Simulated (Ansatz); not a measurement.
Mg2C:
```
Mg2C
1.0
    0.00000     2.71170     2.71170
    2.71170     0.00000     2.71170
    2.71170     2.71170     0.00000
C Mg
1 2
Direct
  0.00000   0.00000   0.00000
  0.25000   0.25000   0.25000
  0.75000   0.75000   0.75000
```

Relaxed with PBEsol. Special points in fractions of this cell's reciprocal vectors: Γ (0.000, 0.000, 0.000); X (0.500, 0.000, 0.500); U (0.625, 0.250, 0.625); K (0.375, 0.375, 0.750); L (0.500, 0.500, 0.500); W (0.500, 0.250, 0.750).

Problem. List the band energies nearest the valence-band maximum at these points for the program Ansatz at the PBEsol level (PAW).

Solution. In eV from the valence-band maximum; about four levels below and three above (degenerate sets whole), none deeper than 8.9 eV; points with the same levels are listed once.

```csv
k,below,above
Γ,0.00 0.00 0.00,1.48 6.55 6.55 6.55
X,-8.62 -4.06 -1.54 -1.54,0.69 4.07 8.97
U,-8.63 -3.55 -3.16 -1.21,2.08 5.66 8.09
L,-4.77 -0.43 -0.43,3.42 5.57 5.57
W,-8.57 -3.08 -3.08 -2.45,3.17 6.17 6.92 6.92
```

Space group Fm-3m (anti-fluorite). The cell is a constructed one: a structure type filled with these elements; neither database checked (COD, Materials Project) lists it. Its standing as an ambient phase is unchecked. The PBEsol relaxation kept the symmetry of its start; phonons on a q-mesh show no instability.

Potentials: the later of the program's two PAW sets.
